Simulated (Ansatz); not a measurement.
## What a change of settings does: ScCu

First run: DFT, PBEsol, PAW with Ansatz's default frozen-core files, scalar-relativistic (Ansatz 0.2.0).

Command: `ansatz run input.yaml --threads 1 --pin off --max-ram 2048MiB --backend cpu --events-out ev --progress --plain --runs-dir out` It took 2.2 s on 1 thread of Intel(R) Xeon(R) 6975P-C (Granite Rapids), with other jobs on the host, peak memory 0.42 GiB.

```yaml
crystal:
  lattice:
    - [2.8073667095, 0.0, 0.0]
    - [0.0, 2.8073667095, 0.0]
    - [0.0, 0.0, 2.8073667095]
  atoms:
    - { symbol: Sc, position: [0.5, 0.5, 0.5] }
    - { symbol: Cu, position: [0.0, 0.0, 0.0] }
kpoints:
  mp_grid: { grid: [11, 11, 11] }
  band_path:
    path:
      - [0.0, 0.0, 0.0]
      - [0.0, 0.5, 0.0]
      - [0.5, 0.5, 0.0]
      - [0.0, 0.0, 0.0]
      - [0.5, 0.5, 0.5]
      - [0.0, 0.5, 0.0]
      - [0.5, 0.5, 0.5]
      - [0.5, 0.5, 0.0]
    npoints: 6
scf:
  occupations: { method: fermi_dirac, width: 0.05 }
hamiltonian:
  xc: pbesol
  pseudopotentials: { kind: paw }
output:
  forces: true
  stress: true
  eigenvalues: true
  efg: { contact_densities: true }
  populations: true
```

The base volume is that of a database entry, with shape and atoms relaxed on PAW files at held volume, so it needn't be at zero pressure; the structure needn't be the stable phase, at rest or compressed.

This run: volume at 0.65 of the series' base cell.

It converges in 6 SCF iterations at a pressure of 88.3 GPa, cutoff 420 eV.

The input is then changed:

```diff
 kpoints:
-  mp_grid: { grid: [11, 11, 11] }
+  mp_grid: { grid: [6, 6, 6] }
   band_path:
   populations: true
+basis:
+  ecutwfc: "300 eV"
```

Task: Predict the outcome of the changed run.

Result: It converges in 6 SCF iterations at a pressure of 90.9 GPa, cutoff 300 eV, free energy +197.9 meV/atom against the first run's. More than one line changes, and not each need have an effect. Some of the changed settings are coarser than converged work would use.
